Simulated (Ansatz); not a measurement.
## BW: frozen-core PAW against all-electron methods

```yaml
crystal:
  lattice:
    - [1.58091, -4.24112, 0.00000]
    - [1.58091, 4.24112, 0.00000]
    - [0.00000, 0.00000, 3.09513]
  atoms:
    - { symbol: B, position: [0.56102, 0.43898, 0.75000] }
    - { symbol: B, position: [0.43898, 0.56102, 0.25000] }
    - { symbol: W, position: [0.85539, 0.14461, 0.75000] }
    - { symbol: W, position: [0.14461, 0.85539, 0.25000] }
```

Atom numbers follow the list: B1, B2, W3, W4.

Conventional cell: a = 3.162 Å, b = 8.482 Å, c = 3.095 Å, α = 90.00°, β = 90.00°, γ = 90.00°. B (atom 1) has 2 B at 1.86 Å as nearest neighbours. W (atom 3) is surrounded by 7 B at 2.32 to 2.50 Å.

Structure from Materials Project entry mp-1008487 (possibly hypothetical), not relaxed further.

No spin–orbit coupling, which matters for the heavy atoms here.

Levels of theory: DFT, PBEsol, PAW with Ansatz's default frozen-core files, scalar-relativistic (Ansatz 0.2.0); DFT, PBEsol, all-electron LAPW, scalar-relativistic (Ansatz 0.2.0).

For PAW: a Γ-centred 11×11×11 k mesh, Fermi–Dirac smearing of 0.03 eV, cutoff 420 eV, no spin polarisation; the PAW files were made with PBE, and the program remakes their frozen cores for this functional. LAPW targets a basis error of 0.5 meV/atom. The Ansatz runs share mesh, smearing and spin set-up. Plane-wave (PAW) pressures include the program's estimate of the Pulay term.

Stress and pressure are positive in compression.

Levels count from the Fermi level.

PAW results:

| quantity | PAW |
| --- | --- |
| pressure (GPa) | -3.85 |
| stress xx (GPa) | -3.80 |
| stress yy (GPa) | -4.02 |
| stress zz (GPa) | -3.74 |
| force on B1, y (eV/Å) | -0.022 |
| force on W3, y (eV/Å) | 0.038 |
| highest filled level at Z (eV) | -3.782 |
| lowest empty level at Z (eV) | 2.174 |
| highest filled level at T (eV) | -1.147 |
| lowest empty level at T (eV) | 0.024 |
| highest filled level at Γ (eV) | -0.005 |
| lowest empty level at Γ (eV) | 1.168 |

Task: What does LAPW (all electrons) give for the same quantities?

Result: 
```
                      quantity    LAPW
                pressure (GPa)   -3.87
               stress xx (GPa)   -3.82
               stress yy (GPa)   -4.01
               stress zz (GPa)   -3.76
         force on B1, y (eV/Å)  -0.022
         force on W3, y (eV/Å)   0.039
highest filled level at Z (eV)  -3.781
  lowest empty level at Z (eV)   2.173
highest filled level at T (eV)  -1.147
  lowest empty level at T (eV)   0.025
highest filled level at Γ (eV)  -0.005
  lowest empty level at Γ (eV)   1.167
```
